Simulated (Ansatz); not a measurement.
# MnS: do energies and stresses tell the same story?

Method: DFT PBEsol, scalar-relativistic, plane waves, PAW (Ansatz).

Plane waves to 420 eV, a k mesh through Γ of 12×12×8 on the computed 4-atom cell and Gaussian smearing (0.10 eV); collinear spin from starting moments 4.49 4.49 0.14 0.14 μB.

Relaxed cell: P6_3mc, a = 3.933 Å, b = 3.933 Å, c = 6.336 Å, α = 90.00°, β = 90.00°, γ = 120.00°, 4 atoms in the primitive cell. This wurtzite form isn't the usual stable structure of the compound.

Energies at zero smearing and pressures from the stress tensor, at volumes with shape and atoms relaxed:
```
V (Å³/atom) E − E(first) (meV/atom) P (GPa)
     19.941                     0.00     2.80
     20.577                    -8.55     1.44
     21.213                   -11.70     0.00
     21.850                    -9.24    -1.41
     22.486                    -1.24    -2.82
```

**Question.** Check P = −dE/dV between neighbouring volumes, and get the bulk modulus from the pressures alone.

**Answer.** With 1 eV/Å³ = 160.2 GPa:
| middle V (Å³/atom) | −ΔE/ΔV (GPa) | mean P (GPa) |
| --- | --- | --- |
| 20.259 | 2.151 | 2.118 |
| 20.895 | 0.793 | 0.719 |
| 21.532 | -0.618 | -0.708 |
| 22.168 | -2.014 | -2.115 |

The two differ by 0.10 GPa at most. The mean of two end pressures misses the average over a step by about ΔV² P″/12, up to 0.01 GPa here; with that taken off 0.10 GPa remains. The stress is the derivative of the free energy, not of the energy at zero smearing, and with free energies 0.03 GPa remains. The largest site moment goes from 3.90 to 4.20 μB along the series, which bends P(V). Around V = 21.213 Å³/atom, the two neighbours give B = −V ΔP/ΔV = 21.213 × 2.85 / 1.273 = 47.6 GPa, against B0 = 47.0 GPa from the Birch–Murnaghan fit of the energies, which describes these points poorly (B0' = -1.3).

The run saw a state lower than the one given here. Moments started parallel, and an antiferromagnetic order may lie lower.

Only this magnetic start was tried.